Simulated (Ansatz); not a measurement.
FeS2:
```
CELL_PARAMETERS angstrom
      5.32370     0.00000     0.00000
      0.00000     5.32370     0.00000
      0.00000     0.00000     5.32370
ATOMIC_POSITIONS crystal
  Fe 0.00000 0.00000 0.00000
  Fe 0.50000 0.50000 0.00000
  Fe 0.00000 0.50000 0.50000
  Fe 0.50000 0.00000 0.50000
  S  0.38169 0.38169 0.38169
  S  0.88169 0.11831 0.61831
  S  0.61831 0.88169 0.11831
  S  0.11831 0.61831 0.88169
  S  0.61831 0.61831 0.61831
  S  0.11831 0.88169 0.38169
  S  0.38169 0.11831 0.88169
  S  0.88169 0.38169 0.11831
```

Cartesian axes are those of the cell as given.

Task: Give the high-frequency dielectric tensor and the Born effective charge tensors of the independent atoms from DFPT, plane-wave PAW PBEsol (Ansatz code).

Result: 
ε∞:
```
20.5  0.00  0.00
0.00  20.5  0.00
0.00  0.00  20.5
```
Z* of atom 1 (Fe), rows: field, columns: displacement, in e:
```
-5.22  -0.46  -0.04
-0.04  -5.22  -0.46
-0.46  -0.04  -5.22
```
Z* of atom 5 (S), rows: field, columns: displacement, in e:
```
 2.61   0.11  -0.02
-0.02   2.61   0.11
 0.11  -0.02   2.61
```

Static charges for comparison (Bader): Fe1 +0.65, S5 -0.32 e. Born charges measure polarisation by displacement and can exceed these by far.

Space group Pa-3. The cell was relaxed with PBEsol under the symmetry of its start. The workflow began spin-polarised and lost its moments.

Potentials: the later of the program's two PAW sets.
